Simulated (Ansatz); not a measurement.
Turning moments in TiCo (Pm-3m)

The geometry is a structure from the Materials Project, held fixed and not relaxed.

Functional, mesh and filling: PBE, 13×13×13 k mesh, Fermi–Dirac smearing of 0.03 eV. PAW means Ansatz 0.2.0 on its default frozen-core files; LAPW is all-electron LAPW in Ansatz 0.2.0. Site moments are integrated in spheres about the atoms, whose radii differ between the methods.

The first input and its command:

```yaml
crystal:
  lattice:
    - [2.98611099, 0.0, 0.0]
    - [0.0, 2.98611099, 0.0]
    - [0.0, 0.0, 2.98611099]
  atoms:
    - { symbol: Ti, position: [0.0, 0.0, 0.0] }
    - { symbol: Co, position: [0.5, 0.5, 0.5], spin: 1.0, spin_axis: [0.0, 0.0, 1.0] }
magnetization:
  noncollinear: true
kpoints:
  mp_grid: { grid: [13, 13, 13] }
scf:
  occupations: { method: fermi_dirac, width: 0.03 }
  lower_state_search: "off"
hamiltonian:
  xc: pbe
  pseudopotentials: { kind: paw }
output:
  eigenvalues: false
```

Command: `ansatz run input.yaml --threads 2 --pin off --max-ram 4096MiB --backend cpu --events-out ev --progress --plain --runs-dir out`

The input for «start Co2↓ on spinors» by LAPW differs from it in these lines, output keys apart:

```diff
-    - { symbol: Co, position: [0.5, 0.5, 0.5], spin: 1.0, spin_axis: [0.0, 0.0, 1.0] }
+    - { symbol: Co, position: [0.5, 0.5, 0.5], spin: 1.0, spin_axis: [0.0, 0.0, -1.0] }
-  pseudopotentials: { kind: paw }
+  pseudopotentials: { kind: all_electron, lapw: { basis_error: 0.001 } }
```

The runs use spinors without spin–orbit coupling. In the held states a penalty keeps the direction of every atom that starts with a moment, the untilted ones along z, with sizes free, and the energy is taken at the target. Energies count from the run that starts parallel.

| state | ΔF PAW (meV/atom) | ΔF LAPW (meV/atom) | largest moment, PAW (μB) | size of M, PAW (μB/cell) | directions kept |
| --- | --- | --- | --- | --- | --- |
| parallel moments on spinors | 0.0 | 0.0 | 0.99 | 0.88 | yes |
| Co2 tilted by 20° from z and held | 0.0 | – | 0.99 | 0.88 | yes |
| Co2 tilted by 50° from z and held | 0.0 | – | 0.99 | 0.88 | yes |
| Co2 tilted by 90° from z and held | 0.0 | – | 0.99 | 0.88 | yes |
| Co2 tilted by 130° from z and held | 0.0 | – | 0.99 | 0.88 | yes |
| Co2 tilted by 160° from z and held | 0.0 | – | 0.99 | 0.88 | yes |
| start Co2↓ on spinors | 0.0 | 0.0 | 0.99 | 0.88 | yes |

For the state «Co2 tilted by 160° from z and held», by PAW: Site moments (μB): Ti1 (-0.01, 0.00, 0.03); Co2 (0.34, 0.00, -0.93). Cell moment 0.88 μB.

Energy differences of a meV or two per atom are within the error of mesh and smearing.

The Ansatz runs typed with the search for lower states off end where their start leads. The magnetic state is the one that this cell and start allow. It needn't be the compound's measured order, which may need a larger cell or be absent. Left out because they lost a held moment or its direction: LAPW, Co2 tilted by 20° from z and held; LAPW, Co2 tilted by 130° from z and held.
